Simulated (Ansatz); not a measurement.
## A sublattice moved along a line in BiTe

The calculation used DFT PBE, scalar-relativistic, plane waves, PAW (Ansatz). Cutoff 420 eV, Γ-centred 18×18×18 k-points, Gaussian smearing of 0.15 eV. Spin–orbit coupling is left out, which can shift energies with elements as heavy as these. No spin polarisation. Energies are free energies at this smearing, counted from the undisturbed cell; pressure is positive in compression.

Reference structure (relaxed at this level; it needn't be the usual structure):

```
Bi Te
1.0
     2.42229    1.39851    3.31334
    -2.42229    1.39851    3.31334
     0.00000   -2.79703    3.31334
Bi Te
1 1
Direct
  0.50000 0.50000 0.50000
  0.00000 0.00000 0.00000
```

Every Te atom is moved by x along the Cartesian unit vector (-0.559, -0.323, -0.764); the cell and all other atoms stay fixed. The cell is metallic on the mesh throughout.

| x (Å) | ΔE (meV/cell) |
| --- | --- |
| -0.5000 | 223.9 |
| -0.2500 | 52.0 |
| 0.0000 | 0.0 |
| 0.3750 | 121.2 |

(1) Predict the pressure (GPa) at each point.

Answers

(1)
| x (Å) | pressure (GPa) |
| --- | --- |
| -0.5000 | 3.5 |
| -0.2500 | 0.9 |
| 0.0000 | 0.0 |
| 0.3750 | 2.0 |

Cost: 4 runs of about 12 core-minutes in all, on Arm Neoverse V1 (shared hosts).